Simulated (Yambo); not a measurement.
G0W0@PBEsol for MgTiF$_{6}$ (space group R-3, No. 148) in Yambo. Reference settings: 2×2×2 Γ-centred k mesh, bands 3 to 163 and a 7 Ry block in the screening, 163 bands in G with the Bruneval-Gonze terminator, plasmon pole fitted at 27.2 eV. The PBEsol gap Γ → F on this mesh is 4.88 eV; G0W0 gaps are taken between the same points.

```tsv
change from the reference	G0W0 gap Γ → F (eV)	shift of the valence edge (eV)
reference settings	9.59	-2.03
83 bands in W	9.67	-1.98
71 bands in W, 71 bands in G	…	-1.97
6 Ry block	9.67	-2.06
1 Ry block	…	-3.54
pole fitted at 10 eV	9.40	-1.89
no terminator	9.76	-1.85
109 bands in W, 109 bands in G	9.62	-2.00
```

Problem. Estimate the withheld gaps from the other rows; the computed values follow.

Solution. 
- 71 bands in W, 71 bands in G, G0W0 gap Γ → F (eV): 9.69
- 1 Ry block, G0W0 gap Γ → F (eV): 12.28

The reference isn't shown to be the converged limit.

Geometry of the Materials Project entry, not relaxed at this level; primitive cell a = b = c = 5.3688 Å, α = β = γ = 58.13°.

The structure is a Materials Project entry; no match was found in the copy of COD used, and its stability was not checked.

A shift is the quasiparticle energy of the state minus its PBEsol energy.
